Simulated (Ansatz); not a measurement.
Relaxed-ion elastic tensor of Te$_{2}$Os in space group Pa-3 (No. 205; Te on 8c, Os on 4a) in GPa (Voigt order), plane-wave PAW LDA (Ansatz code); density 11.51 g/cm³, 21.43 Å³ per atom.

```
      1     2     3     4     5     6
-  ----  ----  ----  ----  ----  ----
1   317  71.0  71.0   0.0   0.0   0.0
2  71.0   317  71.0   0.0   0.0   0.0
3  71.0  71.0   317   0.0   0.0   0.0
4   0.0   0.0   0.0  85.1   0.0   0.0
5   0.0   0.0   0.0   0.0  85.1   0.0
6   0.0   0.0   0.0   0.0   0.0  85.1
```

Q: Is the crystal mechanically stable?

A: Yes: the smallest eigenvalue of C is 85.1 GPa.

Q: Work out the Voigt, Reuss and Hill averages.

A: K_V = 153, K_R = 153, K_H = 153; G_V = 100, G_R = 97.0, G_H = 98.6 GPa.

Q: Give Young's modulus, Poisson's ratio, Pugh's ratio and the universal anisotropy index.

A: E = 9KG/(3K + G) = 244 GPa; ν = 0.23; K/G = 1.55 (brittle by the Pugh limit of 1.75); A_U = 5G_V/G_R + K_V/K_R − 6 = 0.16.

Q: Estimate the sound speeds and the Debye temperature.

A: v_l = √((K + 4G/3)/ρ) = 4970 m/s, v_t = √(G/ρ) = 2930 m/s, mean 3240 m/s; Θ = (h/k)(3n/4πV)^(1/3) v_m = 348 K.

Q: Give the Zener ratio and Young's modulus along [100], [110] and [111].

A: A = 2C44/(C11 − C12) = 0.69; 1/E = S11 − 2(S11 − S12 − S44/2)Γ with Γ = 0, 1/4, 1/3 gives 291, 230, 215 GPa.

The workflow started from an entry of the Crystallography Open Database (COD). Its standing as an ambient phase is unchecked. The LDA relaxation kept the symmetry of its start; of distortions, only those at the zone centre were tested. The run is not spin-polarised. As this level gives no gap, shear constants depend on the k-mesh and smearing (Fermi–Dirac, 0.1 eV here). Spin–orbit coupling is left out wherever it is not named.

Potentials: the later of the program's two PAW sets.
